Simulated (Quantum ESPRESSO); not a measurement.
# Where does C sit best among Si sites?

These are calculations, not measurements. They come from pw.x of Quantum ESPRESSO 7.5, a plane-wave density functional program, with PseudoDojo standard norm-conserving files (v0.5 for PBE, v0.4.1 for LDA and PBEsol). The cells are made up: elements, strain and atom displacements were drawn at random, and nothing was relaxed. There is no spin polarisation, spin-orbit coupling or dispersion term.

The cell has 8 sites of a zincblende or diamond lattice. Sites 1 to 4 hold X X X X; sites 5 to 8 hold Si Si Ge Si. Cell vectors in Å: (5.661, 0.088, -0.038); (0.088, 5.627, -0.018); (-0.038, -0.018, 5.563). Settings: PBE, cutoff 1116 eV, 6 x 6 x 6 k mesh shifted by half a step, Fermi-Dirac smearing of 0.1 eV.

In each run one of the sites marked X holds C and the others hold Si; cell and positions stay the same. E is the free energy of the cell.

```
site of the guest  first shell  mean distance (Å)  E above the lowest (eV)  P (GPa)  force on the guest (eV/Å)
                1        GeSi3              2.481                    0.854    -8.51                      0.355
                2        GeSi3              2.401                    0.249    -9.97                      0.388
                3        GeSi3              2.381                    0.000   -10.40                      0.488
                4        GeSi3              2.478                    0.823    -8.60                      0.522
```

A rerun of one of these cells at 1347 eV and k mesh 8 x 8 x 8 moved values by no more than 0.003 eV in the cell's energy, 0.02 GPa in stress and 0.007 eV/Å in force.

## Reading the table

Site 3 is lowest, by 0.249 eV, over three times the rerun's bound. A straight line of energy against the mean distance has a slope of 8.2 ± 0.5 eV/Å, so the guest costs less on the tighter sites. The positions are random and not relaxed, so the differences hold for this frozen cell and are not site preferences of a real crystal.